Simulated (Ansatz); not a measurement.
Input and command of a plane-wave DFT calculation in Ansatz:

```yaml
crystal:
  lattice:
    - [4.0031158814, 0.0, 0.0]
    - [-2.0015579407, 3.4668000476, 0.0]
    - [0.0, 0.0, 13.15670686]
  atoms:
    - { symbol: Ge, position: [0.0, 0.0, 0.40685116] }
    - { symbol: Ge, position: [0.0, 0.0, 0.59314884] }
    - { symbol: Ge, position: [0.0, 0.0, 0.90685116] }
    - { symbol: Ge, position: [0.0, 0.0, 0.09314884] }
    - { symbol: Ge, position: [0.33333333, 0.66666667, 0.34405843] }
    - { symbol: Ge, position: [0.66666667, 0.33333333, 0.65594157] }
    - { symbol: Ge, position: [0.66666667, 0.33333333, 0.84405843] }
    - { symbol: Ge, position: [0.33333333, 0.66666667, 0.15594157] }
basis:
  ecutwfc: 420
kpoints:
  mp_grid: { grid: [6, 6, 2] }
hamiltonian:
  xc: lda
scf:
  occupations: { method: gaussian, width: 0.1 }
output:
  forces: true
  stress: true
  eigenvalues: true
```

```bash
ansatz run input.yaml --threads 2 --pin off --max-ram 5120MiB --backend cpu --events-out ev --progress --plain --runs-dir out
```

Processor: Arm Neoverse V2, 2 threads, on a host shared with other jobs.

Task: How long does it run, and how much memory does it take?

Result: About 3.4 s on 2 threads of Arm Neoverse V2 (shared host), peak memory 0.49 GiB. It solves 68 bands at 14 k points (the mesh reduced by symmetry) with about 3583 plane waves, in 7 SCF iterations.
